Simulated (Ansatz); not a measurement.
**Does relaxation matter for the field gradients of SiO2 with Sb replacing Si?**

Start: a supercell of SiO2 (quartz type, P3_121) built from a structure deposited in the COD, with all atoms left at the host's positions.

Space group C2 (No. 5); a = 8.5144, b = 14.7474, c = 10.8182 Å.

```
site  Wyckoff  site symmetry       x       y       z
  Sb       2b              2  0.5000  0.3232  0.5000
 Si2       2a              2  0.5000  0.3232  0.0000
 Si3       2b              2  0.5000  0.9899  0.5000
 Si4       2a              2  0.5000  0.9899  0.0000
 Si5       2b              2  0.5000  0.6566  0.5000
 Si6       2a              2  0.5000  0.6566  0.0000
 Si7       4c              1  0.7349  0.0884  0.3333
 Si8       4c              1  0.7349  0.0884  0.8333
 Si9       4c              1  0.7349  0.7551  0.3333
Si10       4c              1  0.7349  0.7551  0.8333
Si11       4c              1  0.2349  0.9217  0.3333
Si12       4c              1  0.2349  0.9217  0.8333
 O19       4c              1  0.7929  0.0203  0.2262
 O20       4c              1  0.7929  0.0203  0.7262
 O21       4c              1  0.2929  0.1870  0.2262
 O22       4c              1  0.2929  0.1870  0.7262
 O23       4c              1  0.2929  0.8536  0.2262
 O24       4c              1  0.2929  0.8536  0.7262
 O25       4c              1  0.6340  0.9267  0.5595
 O26       4c              1  0.6340  0.9267  0.0595
 O27       4c              1  0.1340  0.0934  0.5595
 O28       4c              1  0.1340  0.0934  0.0595
 O29       4c              1  0.6340  0.2601  0.5595
 O30       4c              1  0.6340  0.2601  0.0595
 O31       4c              1  0.5731  0.0530  0.3928
 O32       4c              1  0.5731  0.0530  0.8928
 O33       4c              1  0.5731  0.7196  0.3928
 O34       4c              1  0.5731  0.7196  0.8928
 O35       4c              1  0.5731  0.3863  0.3928
 O36       4c              1  0.5731  0.3863  0.8928
```

One atom of each set is listed; the run and its k-mesh use a cell of 54 atoms with edges of 8.51, 8.51, 10.82 Å.

Method: Kohn–Sham DFT in Ansatz, PBE, plane waves and PAW, scalar-relativistic, 420 eV cutoff, Γ-centred 3×3×2 k-points, Fermi–Dirac smearing 0.01 eV, cell charge +1.

The largest force at the start is 16 eV/Å. Relaxing the ions at fixed cell moves them by 0.343 Å at most (atom 29, O) and 0.131 Å rms.

```
site  moved (Å)                          first shell before                           first shell after  V_zz before (10²¹ V/m²)  η before
  Sb      0.081                               4 O at 1.61 Å                               4 O at 1.87 Å                     4.45      0.52
 Si3      0.015                               4 O at 1.61 Å                          4 O at 1.63–1.64 Å                     0.80      0.47
 Si4      0.010                               4 O at 1.61 Å                          4 O at 1.62–1.63 Å                     0.82      0.55
 Si5      0.040                               4 O at 1.61 Å                          4 O at 1.62–1.64 Å                     0.80      0.67
 Si6      0.065                               4 O at 1.61 Å                          4 O at 1.62–1.63 Å                     0.82      0.62
 Si8      0.079                               4 O at 1.61 Å                          4 O at 1.61–1.63 Å                     0.85      0.55
 Si9      0.194                               4 O at 1.61 Å                          4 O at 1.61–1.68 Å                     1.27      0.71
Si10      0.035                               4 O at 1.61 Å                          4 O at 1.62–1.64 Å                     0.86      0.57
 O20      0.116                  2 Si at 1.61 Å, angle 144°             2 Si at 1.61–1.63 Å, angle 138°                     9.39      0.18
 O21      0.204                  2 Si at 1.61 Å, angle 144°             2 Si at 1.61–1.63 Å, angle 138°                     9.28      0.17
 O29      0.343  1 Sb at 1.61 Å, 1 Si at 1.61 Å, angle 144°  1 Si at 1.68 Å, 1 Sb at 1.87 Å, angle 131°                     9.52      0.19
 O35      0.269  1 Si at 1.61 Å, 1 Sb at 1.61 Å, angle 144°  1 Si at 1.67 Å, 1 Sb at 1.87 Å, angle 131°                     9.42      0.21
```

**Question.** How do the gradients change?

**Answer.** 

```csv
site,V_zz after,η after,change of V_zz
Sb,2.15,0.38,-2.30
Si3,-0.57,0.95,–
Si4,-0.56,0.31,–
Si5,-1.21,0.15,–
Si6,-0.65,0.31,–
Si8,1.10,0.85,+0.25
Si9,2.88,0.41,+1.61
Si10,0.69,0.72,-0.17
O20,8.93,0.29,-0.46
O21,9.00,0.30,-0.28
O29,13.20,0.44,+3.68
O35,12.84,0.49,+3.42
```

The largest change of V_zz along a kept axis is on O29, from 9.52 to 13.20. In per cent, |V_zz| changes by -52 on Sb, -20 to +127 on Si, -5 to +39 on O (all sites that start above 0.5, bar those whose gradient vanishes or changes sign or whose main axis turns by over 40°). Where |V_zz| stays above 0.1 and the axes keep their order, η moves most on Si8, from 0.55 to 0.85. On Si6, Si4, Si5, Si3 the largest principal value lies along another axis in the second run, so the two V_zz can't be compared directly. The table leaves out 18 of the 30 sites, with |V_zz| up to 9.60; their tensors move by 1.79 at most along any direction. The statements above cover all sites. The host's own positions weren't relaxed first, so part of the change far from the defect can be the host's relaxation.

The defect repeats with the cell of 54 atoms, so it feels its images: sites between two images don't show the values beside a lone defect, and zeros or small values of η there can come from the images' arrangement. O and Si carry a gradient in the pure host already, so the values there aren't the defect's effect alone. A uniform background compensates the cell's charge. Without spin–orbit coupling (the program notes it for Sb) the gradients are little affected as a rule: paired runs on crystals with a gap mostly move them by under 2 % at such atoms. With these PAW files V_zz is typically within 2 to 3 % of all-electron values, but misses above 10 % occur on Sb.
Before: The cell keeps the host's lattice, where the PBE pressure is 16 GPa (in a charged cell this depends on the convention for the mean potential). The neighbours have not yet relaxed around the defect (largest force 16 eV/Å), so the values at and beside it are those of a strained start, not of the defect in a real crystal.
After: The relaxation keeps the site symmetry 2 of the start, so the impurity can move only along its axis; a start off the site could end lower.
